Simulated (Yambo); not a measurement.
# CsScS₂O₈: lowest vertical excitons

```
CsScS2O8
1.0
    5.24677     0.00000     0.00000
   -2.62338     4.54384     0.00000
    0.00000     0.00000     8.87164
O S Sc Cs
8 2 1 1
Cartesian
 -0.22821   1.64646   1.27920
  1.31161   3.52297   1.27920
 -1.08341   3.91824   1.27920
  1.53998   0.62560   7.59244
  2.39518   2.89738   7.59244
  3.93500   1.02086   7.59244
  0.00000   3.02922   3.25447
  2.62338   1.51461   5.61717
  0.00000   3.02922   1.79615
  2.62338   1.51461   7.07549
  0.00000   0.00000   0.00000
  0.00000   0.00000   4.43582
```

The geometry is that of Materials Project entry mp-1213159, symmetrised and not relaxed again.

BSE in Yambo on PBEsol (Quantum ESPRESSO, PseudoDojo norm-conserving, 84 Ry, without SOC) bands: 3×3×2 mesh, 25 valence and 20 conduction bands, static screening with 117 bands and a 3 Ry block, scissor 3.61 eV, Tamm-Dancoff; field along x.

| state | energy (eV) | states within 2 meV | relative strength | class | main transitions |
|---|---|---|---|---|---|
| 1 | 6.25 | 1 | < 0.01 | dark | several band pairs |
| 2 | 6.27 | 1 | 0.03 | weak | VB → CB (69 %) |
| 3 | 6.27 | 1 | 0.01 | weak | several band pairs |
| 4 | 6.40 | 1 | < 0.01 | dark | several band pairs |
| 5 | 6.41 | 1 | 0.02 | weak | several band pairs |
| 6 | 6.42 | 1 | 0.01 | weak | several band pairs |

These are vertical excitations (zero momentum). The direct quasiparticle gap on this mesh is 7.85 eV; counted from there, state 1 is bound by 1.60 eV. Convergence with the mesh was not shown.

Spin singlets only. Strengths are relative to the strongest of the lowest states of this run; strong means a line over 3 % of the spectrum's maximum, dark under 0.03 %. Absolute energies carry the error of the G0W0 scissor, whose convergence isn't established; the long-wavelength screening was taken along (1,1,1) although the crystal is anisotropic.

The structure is a Materials Project entry; no match was found in the copy of COD used, and its stability was not checked.
